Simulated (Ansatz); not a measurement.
VSi$_{2}$ (CrSi2 type, space group P6_222)

```xyz
9
Lattice="4.5307 0.0000 0.0000 -2.2653 3.9237 0.0000 0.0000 0.0000 6.3246" Properties=species:S:1:pos:R:3 pbc="T T T"
V      2.2653     0.0000     0.0000
V      1.1327     1.9618     2.1082
V     -1.1327     1.9618     4.2164
Si     0.0000     1.2763     0.0000
Si     3.4254     0.6382     2.1082
Si     1.1600     3.2855     4.2164
Si     2.2653     2.6474     0.0000
Si    -1.1600     3.2855     2.1082
Si     1.1053     0.6382     4.2164
```

E(V) scan at fixed shape, V₀ the volume above. The atoms relax within the cell's symmetry.

All values below come from r2SCAN (plane waves to 500 eV, PAW, scalar-relativistic; Ansatz, an electronic-structure program). k mesh 12×12×8 (Γ-centred), Fermi-Dirac smearing 0.05 eV. E stands for the smeared free energy. Compression counts positive. With the shape held, the modulus is that of even scaling; a crystal free to change shape is softer. Relaxed VSi2 ends with no sizeable moment though spin was allowed. VSi2 was relaxed with its symmetry unable to fall. The magnetic order is the one the run started from; other orders were not tried. ΔE is measured from the relaxed starting cell.

The scan covers V/V₀ from 0.940 to 1.060 in 13 points.

Q: What is the fitted pressure derivative B₀′?

A: 4.6.

Q: What bulk modulus at fixed cell shape B₀ follows from a third-order Birch-Murnaghan fit?

A: 188 GPa.

(Under strain, the slope of the energy per volume gives the stress and its curvature an elastic modulus.)
